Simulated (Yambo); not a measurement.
Yambo run on BaTiO3 (space group P4mm, No. 99). The wavefunctions are norm-conserving PBEsol (Quantum ESPRESSO, 84 Ry, with spin-orbit coupling) ones on a 4×4×4 mesh (40 occupied bands); a = b = 3.990 Å, c = 4.103 Å, α = β = γ = 90.00°.

Yambo input:

```
rim_cut
gw0
dyson
el_el_corr
HF_and_locXC
cohsex
em1s
RandQpts= 1000000
RandGvec= 1 Ry
EXXRLvcs= 84 Ry
VXCRLvcs= 336 Ry
Chimod= "HARTREE"
% BndsRnXs
 3 | 158 |
%
NGsBlkXs= 6 Ry
% LongDrXs
 1.0 | 1.0 | 1.0 |
%
ExtendOut
% QPkrange
 1 | 1 | 40 | 41 |
 18 | 18 | 40 | 40 |
%
```

k points by index: 1 = Γ, 18 = A.

The o-*.qp file then holds:

```
#    K-point    Band    Eo [eV]    E [eV]    E-Eo [eV]    Vxc [eV]    Vnlxc [eV]    Sc|Eo [eV]    Re(Z)    Im(Z)
#
    1    40    -0.392987    -2.042296    -1.649309    -19.69034    -24.23755    2.897894    1.000000    0.000000
    1    41    1.809279    2.051435    0.242155    -18.74436    -11.42780    -7.074407    1.000000    0.000000
    18    40    0.000000    -1.608637    -1.608637    -19.74314    -24.84755    3.495775    1.000000    0.000000
```
(The two width columns are left out.) Convergence of these settings isn't established.

Geometry of the Materials Project entry, not relaxed at this level.
